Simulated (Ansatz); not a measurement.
LiTi₃C₂O₂:
```xyz
16
Lattice="2.9827 0.0000 0.0000 -1.4913 2.5831 0.0000 0.0000 0.0000 19.8795" Properties=species:S:1:pos:R:3 pbc="T T T"
O      0.0000     0.0000    16.2534
Ti     0.0000     1.7220    17.4276
C      1.4913     0.8610    18.6079
Ti     0.0000     0.0000     0.0000
C      0.0000     1.7220     1.2716
Ti     1.4913     0.8610     2.4519
O      0.0000     0.0000     3.6261
Li     0.0000     1.7220     4.9699
O      0.0000     0.0000     6.3137
Ti     1.4913     0.8610     7.4879
C      0.0000     1.7220     8.6682
Ti     0.0000     0.0000     9.9398
C      1.4913     0.8610    11.2114
Ti     0.0000     1.7220    12.3916
O      0.0000     0.0000    13.5658
Li     1.4913     0.8610    14.9096
```

Relaxed with PBE+D3(BJ). Special points in fractions of this cell's reciprocal vectors: Γ (0.000, 0.000, 0.000); M (0.500, 0.000, 0.000); K (0.333, 0.333, 0.000); A (0.000, 0.000, 0.500); L (0.500, 0.000, 0.500); H (0.333, 0.333, 0.500).

**Question.** List the band energies nearest the Fermi level at these points for PBE+D3(BJ) in the plane-wave PAW code Ansatz.

**Answer.** In eV from the Fermi level; about four levels below and three above (degenerate sets whole), none deeper than 8.9 eV; points with the same levels are listed once.

```json
[
 {"k": "Γ", "below": "-0.59 -0.59 -0.52 -0.52", "above": "0.39 0.40 0.40"},
 {"k": "M", "below": "-1.54 -1.45 -1.40 -1.27", "above": "0.65 0.74 1.88"},
 {"k": "K", "below": "-3.11 -3.11 -3.10 -3.10", "above": "1.53 1.53 1.58 1.58"},
 {"k": "A", "below": "-0.55 -0.55 -0.55 -0.55", "above": "0.41 0.41 0.41 0.41"},
 {"k": "L", "below": "-1.42 -1.42 -1.38 -1.38", "above": "0.70 0.70 1.93 1.93"},
 {"k": "H", "below": "-3.11 -3.11 -3.10 -3.10", "above": "1.55 1.55 1.56 1.56"}
]
```

Space group P6_3/mmc. The cell is a constructed one: a structure type filled with these elements; neither database checked (COD, Materials Project) lists it. Its standing as an ambient phase is unchecked. Symmetry was held in the PBE+D3(BJ) relaxation. At this level the phase is mechanically unstable. The run is not spin-polarised. Without spin polarisation and U, an open-shell compound can come out a false metal.

Potentials: the later of the program's two PAW sets.
